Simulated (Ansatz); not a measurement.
A geometry of Cr away from equilibrium: step 2 of the relaxation of a relaxed Cr cell, doubled along one cell vector, shaken by Gaussian noise of σ = 0.08 Å a coordinate. Calculation: r2SCAN (plane waves to 500 eV, PAW, scalar-relativistic; Ansatz, a program for electronic structure). Γ-centred k-mesh 7×14×14 on the run's cell (coarser than for final values), Fermi–Dirac smearing 0.05 eV.

```
CELL_PARAMETERS angstrom
      4.59203     0.00160    -0.01018
      0.00080     2.31823     0.00293
     -0.00509     0.00293     2.32290
ATOMIC_POSITIONS crystal
  Cr 0.01222 0.92327 0.08748
  Cr 0.50551 0.97370 0.89967
```

**Question.** Which atoms carry the largest force, and which way does it point?

**Answer.** 1.05 eV/Å, on Cr1, Cr2 (atoms numbered as listed); on Cr1 its components are (-0.19, -0.39, 0.95).

**Question.** What is the pressure?

**Answer.** -0.2 GPa, compression positive.

No spin polarisation in the result. A magnetic state may lie lower.

The run could not lose the symmetry of its start.

Of the parent cell (Pm-3m (No. 221)): it is a generated cell of Cr: the first start was made by placing the elements on the sites of a structure type, and the end was not matched to a known phase here, so it may be hypothetical. Known forms of Cr include space group No. 229.
